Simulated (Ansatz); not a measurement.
Consider the following.

BeSe:
```
CELL_PARAMETERS angstrom
      0.00000     2.56446     2.56446
      2.56446     0.00000     2.56446
      2.56446     2.56446     0.00000
ATOMIC_POSITIONS crystal
  Se 0.75000 0.75000 0.75000
  Be 0.00000 0.00000 0.00000
```

This is the PBEsol-relaxed structure. x, y and z are the axes in which the lattice vectors are written.

All from plane-wave PAW PBEsol (Ansatz code), unless another level is named. Estimate the bulk modulus (Birch–Murnaghan fit).

79.5 GPa.

Predict the piezoelectric stress constants (proper, relaxed ions, C/m²).

e14 = e25 = e36 = 0.20.

What about the elastic constants (relaxed ions, GPa)?

C11 = 131, C12 = 53.6, C44 = 67.2.

Space group F-43m (zinc blende). Symmetry was held in the PBEsol relaxation.

Potentials: the later of the program's two PAW sets.
